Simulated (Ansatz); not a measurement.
LaBiS2O:
```xyz
10
Lattice="4.0318 0.0000 0.0000 0.0000 4.0318 0.0000 0.0000 0.0000 14.0255" Properties=species:S:1:pos:R:3 pbc="T T T"
La     2.0159     0.0000     8.2637
La     0.0000     2.0159     5.7618
Bi     0.0000     2.0159    12.1909
Bi     2.0159     0.0000     1.8345
S      2.0159     0.0000    12.4870
S      0.0000     2.0159     1.5385
S      0.0000     2.0159     9.7026
S      2.0159     0.0000     4.3229
O      0.0000     0.0000     7.0127
O      2.0159     2.0159     7.0127
```

Cartesian axes are those of the cell as given.

**Question.** Give the high-frequency dielectric tensor and the Born effective charge tensors of the independent atoms from DFPT, r²SCAN+D4 in the plane-wave PAW code Ansatz.

**Answer.** 
ε∞:
```
14.0  0.00  0.00
0.00  14.0  0.00
0.00  0.00  6.72
```
Z* of atom 1 (La), rows: field, columns: displacement, in e:
```
4.36  0.00  0.00
0.00  4.36  0.00
0.00  0.00  4.78
```
Z* of atom 3 (Bi), rows: field, columns: displacement, in e:
```
6.76  0.00  0.00
0.00  6.76  0.00
0.00  0.00  3.53
```
Z* of atom 5 (S), rows: field, columns: displacement, in e:
```
-6.71   0.00   0.00
 0.00  -6.71   0.00
 0.00   0.00  -1.56
```
Z* of atom 7 (S), rows: field, columns: displacement, in e:
```
-1.43   0.00   0.00
 0.00  -1.43   0.00
 0.00   0.00  -3.13
```
Z* of atom 9 (O), rows: field, columns: displacement, in e:
```
-2.98   0.00   0.00
 0.00  -2.98   0.00
 0.00   0.00  -3.61
```

Static charges for comparison (Bader): La1 +2.08, Bi3 +1.33, S5 -0.99, S7 -1.09, O9 -1.33 e. Born charges measure polarisation by displacement and can exceed these by far.

Space group P4/nmm. The first step of the workflow began from a Materials Project structure, measured or hypothetical; the Crystallography Open Database copy checked does not list it. Its standing as an ambient phase is unchecked. The cell was relaxed with r²SCAN+D4 under the symmetry of its start. At this level the phase is dynamically unstable (imaginary phonons). Scalar-relativistic: spin–orbit coupling is off unless named, which matters more the heavier the elements.

Potentials: the earlier of the program's two PAW sets.
